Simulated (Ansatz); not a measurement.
**Fields on a plane of ScCo (CsCl type)**

```yaml
crystal:
  lattice:
    - [3.07157, 0.00000, 0.00000]
    - [0.00000, 3.07157, 0.00000]
    - [0.00000, 0.00000, 3.07157]
  atoms:
    - { symbol: Sc, position: [0.50000, 0.50000, 0.50000] }
    - { symbol: Co, position: [0.00000, 0.00000, 0.00000] }
```

The slice is a {210} plane (indices of the conventional cell) through the point (0.000, 0.000, 0.000) (fractional), spanned by u = [100] and v = [021] in vectors of this cell: u (3.07 Å) and v (6.87 Å, at 90° to u). It covers one period; positions are fractions (u, v).

Atoms on it: Co at (0.00, 0.00). Other atoms lie within 1 Å of the plane.

These are PBEsol (plane waves to 420 eV, PAW, scalar-relativistic; Ansatz, an electronic-structure program) values and carry that method's errors. k mesh 15×15×15. Inside the PAW spheres the values are not all-electron values, and peaks at nuclei hang on which shells count as valence. ScCo is run without spin polarisation. ScCo was relaxed with its symmetry unable to fall.

| v \ u | 0.00 | 0.14 | 0.29 | 0.43 | 0.57 | 0.71 | 0.86 |
|---|---|---|---|---|---|---|---|
| 0.88 | 0.17 | 0.20 | 0.28 | 0.27 | 0.27 | 0.28 | 0.20 |
| 0.75 | 0.43 | 0.21 | 0.15 | 0.54 | 0.54 | 0.15 | 0.21 |
| 0.62 | 0.39 | 0.25 | 0.11 | 0.35 | 0.35 | 0.11 | 0.25 |
| 0.50 | 0.53 | 0.52 | 0.38 | 0.17 | 0.17 | 0.38 | 0.52 |
| 0.38 | 0.39 | 0.25 | 0.11 | 0.35 | 0.35 | 0.11 | 0.25 |
| 0.25 | 0.43 | 0.21 | 0.15 | 0.54 | 0.54 | 0.15 | 0.21 |
| 0.12 | 0.17 | 0.20 | 0.28 | 0.27 | 0.27 | 0.28 | 0.20 |
| 0.00 | x | x | 0.12 | 0.42 | 0.42 | 0.12 | x |

Values: electron localisation function (ELF). Points within 0.5 Å of a nucleus are blanked (x), as the pseudised field means little there.

```
|xxxxx+%@%+xxxx|
|xxxxx*%@%*xxxx|
|xxxx=*%%%*=xxx|
|xxx-+*****+-xx|
|==+++=---=+++=|
|##*+-     -+*#|
|%%*= xxxxx =*%|
|%#+: xxxxx :+#|
|%#+ xxxxxxx +#|
|#*= xxxxxxx =*|
|#*+.xxxxxxx.+*|
|##*- xxxxx -*#|
|%%#+:     :+#%|
|@%%#+-:.:-+#%%|
|@@@%#*+=+*#%@@|
|@@@%%#*+*#%%@@|
|@@@%#*+=+*#%@@|
|@%%#+-:.:-+#%%|
|%%#+:     :+#%|
|##*- xxxxx -*#|
|#*+.xxxxxxx.+*|
|#*= xxxxxxx =*|
|%#+ xxxxxxx +#|
|%#+: xxxxx :+#|
|%%*= xxxxx =*%|
|##*+-     -+*#|
|==+++=---=+++=|
|xxx-+*****+-xx|
|xxxx=*%%%*=xxx|
|xxxxx*%@%*xxxx|
|xxxxx+%@%+xxxx|
|xxxxx+%@%+xxxx|
```
Scale: ten equal steps from 3.00 (start of ' ') to 11.36 (end of '@'), in the order ' .:-=+*#%@'. Values: electrostatic potential energy of an electron, from the cell's mean, in eV. The map has 14 points along u (one character each, u = 0 at the left) and 32 along v (v = 0 in the bottom row). Points within 1 Å of a nucleus are blanked (x), as the pseudised field means little there. Values under 3 eV are set to 3. The zero, the cell's mean, hangs on the PAW cores.
